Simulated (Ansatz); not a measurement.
input.yaml

```yaml
crystal:
  lattice:
    - [4.22721279, 0.0, 0.0]
    - [0.0, 4.22721279, 0.0]
    - [0.0, 0.0, 4.68777159]
  atoms:
    - { symbol: C, position: [0.5, 0.5, 0.5] }
    - { symbol: C, position: [0.0, 0.0, 0.0] }
    - { symbol: O, position: [0.30482686, 0.69517314, 0.5] }
    - { symbol: O, position: [0.69517314, 0.30482686, 0.5] }
    - { symbol: O, position: [0.19517314, 0.19517314, 0.0] }
    - { symbol: O, position: [0.80482686, 0.80482686, 0.0] }
basis:
  ecutwfc: 500
kpoints:
  mp_grid: { grid: [4, 4, 4] }
hamiltonian:
  xc: r2scan
scf:
  occupations: { method: gaussian, width: 0.1 }
output:
  forces: true
  stress: true
  eigenvalues: true
```

Command:
```bash
ansatz run input.yaml --threads 1 --pin off --max-ram 2560MiB --backend cpu --events-out ev --progress --plain --runs-dir out
```

Theory: Ansatz, DFT r2SCAN, scalar-relativistic, plane waves, PAW.

Part of what the program printed, abridged (iterations and final results):

```
SCF iter   1: F=—  HF=-2775.358482 eV  |F-HF|=—  |Δ(HF+E_count)|=         —  Δρ=8.87e-3  dr2=4.67e-2  dr2_τ=9.76e-1  ethr=1.77e-3  ⟨swp⟩=5.8  Hψ=1918  notcnv=0
SCF iter   2: F=—  HF=-2775.395640 eV  |F-HF|=—  |Δ(HF+E_count)|=   3.72e-2  Δρ=4.60e-3  dr2=6.10e-3  dr2_τ=1.98e-3  ethr=1.46e-4  ⟨swp⟩=2.0  Hψ=903  notcnv=0  defer=30
SCF iter   3: F=—  HF=-2775.392222 eV  |F-HF|=—  |Δ(HF+E_count)|=   3.42e-3  Δρ=1.39e-3  dr2=9.96e-4  dr2_τ=2.14e-4  ethr=1.91e-5  ⟨swp⟩=2.1  Hψ=640  notcnv=0  defer=12
automatic band count: iteration 3 solves 21 bands in place of 22: the levels show a gap, and the empty bands left out lie too high to hold charge; the band table lists the bands solved (type scf.n_extra_bands for more)
SCF iter   4: F=—  HF=-2775.391872 eV  |F-HF|=—  |Δ(HF+E_count)|=   3.49e-4  Δρ=3.35e-4  dr2=5.43e-5  dr2_τ=6.87e-6  ethr=3.11e-6  ⟨swp⟩=2.8  Hψ=704  notcnv=0  defer=12
SCF iter   5: F=—  HF=-2775.391889 eV  |F-HF|=—  |Δ(HF+E_count)|=   1.65e-5  Δρ=7.29e-5  dr2=3.70e-6  dr2_τ=9.58e-7  ethr=1.70e-7  ⟨swp⟩=2.5  Hψ=678  notcnv=0  defer=12
SCF iter   6: F=—  HF=-2775.391890 eV  |F-HF|=—  |Δ(HF+E_count)|=   1.58e-6  Δρ=2.12e-5  dr2=3.22e-7  dr2_τ=1.60e-8  ethr=1.16e-8  ⟨swp⟩=2.8  Hψ=638  notcnv=0  defer=12
SCF iter   7: F=-2775.391891 eV  HF=-2775.391891 eV  |F-HF|=6.11e-10  |Δ(HF+E_count)|=   3.81e-7  Δρ=4.09e-6  dr2=6.88e-9  dr2_τ=1.71e-9  ethr=3.13e-10  ⟨swp⟩=8.2  Hψ=1793  notcnv=0
SCF 1 converged in 7 iterations: F = -2775.391891 eV  dr2 = 6.88e-9
SCF converged after 7 iterations
Free energy (F): -2775.391891 eV
Harris-Foulkes:  -2775.391891 eV  (|F-HF|=6.11e-10)
Internal energy: -2775.391891 eV  (E = F + TS)
E sigma→0 (E₀):  -2775.391891 eV
Fermi energy:    1.616439 eV
--- Per-component energies (eV) ---
  E_band       = -311.574515
  E_kinetic    = 872.806418
  E_local      = -2320.906176  (includes V_loc(G=0)·N_el)
  E_nonlocal   = 246.807249
  E_hartree    = 779.330220
  E_xc         = -378.610354
  E_vxc        = -544.353043  (∫ρ·V_xc dr)
  E_paw        = -842.279151  (= ΣΔE_a)
  E_vpaw       = -162.198450  (= ΣTr[D̂ρ^β])
  E_aug_tail   = 0.003958  (compensation charges beyond the density's cutoff)
  E_vtau       = 37.606853  (kinetic-family band-sum trace: ∫τ·v_τ [+ j·A + Jᵃ·Aᵃ] dr)
  E_ewald      = -1132.366744
  E_core_change = -0.177311  (= ΣΔE_core)
  E_smearing   =  0.000000  (= −TS)
--- Forces (eV/Å), atoms counted from 1 ---
  atom   1  C      0.00000000     0.00000000     0.00000000
  atom   2  C      0.00000000     0.00000000     0.00000000
  atom   3  O      0.50581656    -0.50581656     0.00000000
  atom   4  O     -0.50581656     0.50581656     0.00000000
  atom   5  O     -0.50581656    -0.50581656     0.00000000
  atom   6  O      0.50581656     0.50581656     0.00000000
--- Stress (GPa, compression-positive) ---
       -2.703090       0.000000       0.000000
        0.000000      -2.703090       0.000000
        0.000000       0.000000       0.385546
  P = ⅓ Tr σ = -1.6735 GPa (-16.735 kbar)
--- Band table (eV; the first three rows and the last of 18) ---
  k-point 0: bands = ["-23.8817", "-23.5787", "-22.5758", "-22.5758", "-8.0196", "-7.6332", "-6.9211", "-6.4700", "-6.4700", "-5.6327", "-5.6327", "-5.4971", "-3.3861", "-2.5337", "-2.4585", "-2.4585", "5.2083", "6.1784", "6.6057", "6.6057", "7.8796"]
  k-point 1: bands = ["-23.8377", "-23.6235", "-22.5753", "-22.5753", "-8.0399", "-7.7485", "-6.6616", "-6.4006", "-6.4006", "-5.7264", "-5.7264", "-5.6765", "-3.2692", "-2.6672", "-2.4579", "-2.4579", "5.6747", "6.4907", "6.6778", "6.6778", "7.4898"]
  k-point 2: bands = ["-23.7310", "-23.7310", "-22.5749", "-22.5749", "-7.9544", "-7.9544", "-6.3055", "-6.3055", "-6.1364", "-6.1364", "-5.8454", "-5.8454", "-2.9764", "-2.9764", "-2.4574", "-2.4574", "6.6371", "6.6371", "6.7500", "6.7500", "7.5165"]
  k-point 17: bands = ["-23.6472", "-23.6472", "-22.6531", "-22.6531", "-8.0008", "-8.0008", "-6.6119", "-6.6119", "-6.4714", "-6.4714", "-5.8976", "-5.8976", "-2.4969", "-2.4969", "-1.9775", "-1.9775", "6.4100", "6.4100", "7.1000", "7.1000", "10.1687"]
```

The run converged.

It took 4.1 s on 1 thread of AMD EPYC 7R13 Processor (Zen 3), with other jobs on the host, peak memory 0.54 GiB.

The k mesh is coarse. The cell holds molecules, and r2SCAN describes their binding at middle range but leaves out its long-range dispersion part.